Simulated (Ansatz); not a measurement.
## LaP: levels along high-symmetry lines

```
CELL_PARAMETERS angstrom
0.00000 3.01250 3.01250
3.01250 0.00000 3.01250
3.01250 3.01250 0.00000
ATOMIC_POSITIONS crystal
La 0.00000 0.00000 0.00000
P 0.50000 0.50000 0.50000
```

Atom numbers follow the list: La1, P2.

The geometry is COD entry 1538844, unchecked; take it as a test cell.

Spin–orbit coupling is left out, though it moves levels of the heavy atoms by tenths of an eV or more.

Computed with Ansatz 0.2.0, DFT, LDA, all-electron LAPW, scalar-relativistic.

Settings: a Γ-centred 10×10×10 k mesh, Fermi–Dirac smearing of 0.03 eV, basis error target 1 meV/atom, no spin polarisation.

Points in fractions of the reciprocal vectors of this cell: Γ (0, 0, 0), X (0.5, 0, 0.5), U (0.625, 0.25, 0.625), K (0.375, 0.375, 0.75), L (0.5, 0.5, 0.5), W (0.5, 0.25, 0.75). The path joins them by straight lines in the order Γ–X–U–K–Γ–L–W–X; legs that retrace an earlier one aren't tabulated. Energies are in eV from the Fermi level.

Is there a gap?

None at this level of theory (metallic, semimetallic, or a small gap that the functional closes).

List the levels between -14 and 2.5 eV at the symmetry points.


Γ: -9.13, 0.12 (×3), 1.74 (×3)
X: -8.74, -0.84, -0.14, -0.08 (×2)
U: -8.36, -1.59, -0.95, -0.88, 1.33
K: -8.36, -1.59, -0.95, -0.88, 1.33
L: -7.62, -3.06, -1.64 (×2), 2.41
W: -8.33, -1.65, -0.95 (×2), 2.16 (×2)
